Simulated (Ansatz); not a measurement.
Here is the system:

AlNi:
Space group Pm-3m (No. 221); a = 2.8625 Å, b = 2.8625 Å, c = 2.8625 Å, α = 90.00°, β = 90.00°, γ = 90.00°

```tsv
atom	site	symmetry	x	y	z
Ni	1a	m-3m	0.0000	0.0000	0.0000
Al	1b	m-3m	0.5000	0.5000	0.5000
```

This is the PBEsol-relaxed structure.

**Question.** All from the program Ansatz at the PBEsol level (PAW), unless another level is named. Give the density of states at the Fermi level.

**Answer.** 0.41 states/eV per atom (mean over ±0.08 eV).

**Question.** Give the formation energy from the elements (no fitted shifts).

**Answer.** -65 kJ/mol of atoms.

The cell was relaxed with PBEsol under the symmetry of its start; of distortions, only those at the zone centre were tested. The workflow began spin-polarised and lost its moments. The references are the lowest solids computed at this level, not always the standard phases.

Potentials: the later of the program's two PAW sets.
